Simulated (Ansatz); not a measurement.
# Li: stiffness from a series of strains

```
CELL_PARAMETERS angstrom
3.11100 0.00000 0.00000
-1.55550 2.69421 0.00000
0.00000 0.00000 5.09300
ATOMIC_POSITIONS crystal
Li 0.33333 0.66667 0.25000
Li 0.66667 0.33333 0.75000
```

Atom numbers follow the list: Li1, Li2.

Structure: COD 9011003, as refined from experiment and not relaxed.

Computed with DFT, PBEsol, all-electron LAPW, scalar-relativistic (Ansatz 0.2.0).

Settings: a Γ-centred 15×15×8 k mesh, Fermi–Dirac smearing of 0.08 eV, basis error target 0.5 meV/atom, no spin polarisation.

The strain is applied along the Cartesian axes of the cell as listed (the other components stay zero). Fractional coordinates are held (clamped ions).

σ is the change of stress from the unstrained cell, which is at -0.67 GPa; tension is positive, so slopes are stress–strain coefficients at that pressure. In a metal the k mesh adds noise.

Only quantities that a quadratic follows smoothly over the whole series are listed; rougher ones are left out.

```csv
εxx = εyy,σzz (GPa),σxx (GPa)
-0.0300,-0.31,-0.99
-0.0200,-0.20,-0.63
-0.0100,-0.10,-0.30
0.0000,0.00,0.00
0.0100,0.10,0.28
0.0300,0.29,0.76
```

**Question.** Fit the series and read off the stiffness at zero strain.

**Answer.** Least-squares fits y = p0 + p1 x + p2 x² to the rows give σzz (GPa): p1 = 9.97, p2 = -12; σxx (GPa): p1 = 29.1, p2 = -130. So C13 + C23 = 10 GPa and C11 + C12 = 29 GPa, for these axes.

**Question.** One run, at εxx = εyy = 0.0200, is withheld. Predict its row.

**Answer.** The fits give 0.20, 0.53; the run gave 0.19, 0.53.
